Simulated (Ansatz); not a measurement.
An Ansatz (a quantum-chemistry and plane-wave program) input:

Ansatz 0.2 input:
```yaml
crystal:
  lattice:
    - [2.6032041507, 1.5029606172, 4.5402146231]
    - [-2.6032041507, 1.5029606172, 4.5402146231]
    - [0.0, -3.0059212344, 4.5402146231]
  atoms:
    - { symbol: Li, position: [0.5, 0.5, 0.5] }
    - { symbol: Ta, position: [0.0, 0.0, 0.0] }
    - { symbol: F, position: [0.141342576, 0.7562672092, 0.3448605442] }
    - { symbol: F, position: [0.858657424, 0.2437327908, 0.6551394558] }
    - { symbol: F, position: [0.7562672092, 0.3448605442, 0.141342576] }
    - { symbol: F, position: [0.2437327908, 0.6551394558, 0.858657424] }
    - { symbol: F, position: [0.3448605442, 0.141342576, 0.7562672092] }
    - { symbol: F, position: [0.6551394558, 0.858657424, 0.2437327908] }
kpoints:
  mp_grid: { grid: [5, 5, 5] }
  band_path:
    path:
      - [[0.0, 0.0, 0.0], [0.5, 0.5, 0.5], [0.7602781263, 0.2397218737, 0.5]]  # Γ-T-H_2
      - [[0.5, -0.2397218737, 0.2397218737], [0.5, 0.0, 0.0], [0.0, 0.0, 0.0], [0.3698609369, -0.3698609369, 0.0]]  # H_0-L-Γ-S_0
      - [[0.6301390631, 0.0, 0.3698609369], [0.5, 0.0, 0.5], [0.0, 0.0, 0.0]]  # S_2-F-Γ
      - [VBM, CBM]
    npoints: 10
hamiltonian:
  xc: r2scan
  pseudopotentials: { kind: paw }
magnetization: { noncollinear: true, spin_orbit: true }
scf:
  n_extra_bands: 16
  convergence: { dr2_threshold: 0.0000000001 }
  occupations: { method: gaussian, width: 0.01 }
checkpoint: { write: soc.run }
output: { eigenvalues: true }
```

Task: How many symmetry operations and irreducible k-points will the run report?

Result: 6 operations, 23 of 125 k-points.

Task: With a cutoff of 500 eV, how many plane waves at Γ?

Result: 2741.

It took very roughly 10 core-minutes on shared server cores.

Space group R-3. The workflow started from a Materials Project entry (that database holds measured and hypothetical structures alike); the Crystallography Open Database copy checked does not list it. With Li and Ta taken as one species the cell has the higher symmetry R-3c, so it may be an ordered model of a mixed-site phase. Its standing as an ambient phase is unchecked. Symmetry was held in the r²SCAN relaxation; its stability against distortions is not shown here. No spin polarisation was allowed.

Potentials: the later of the program's two PAW sets.

Ansatz is a plane-wave DFT program.
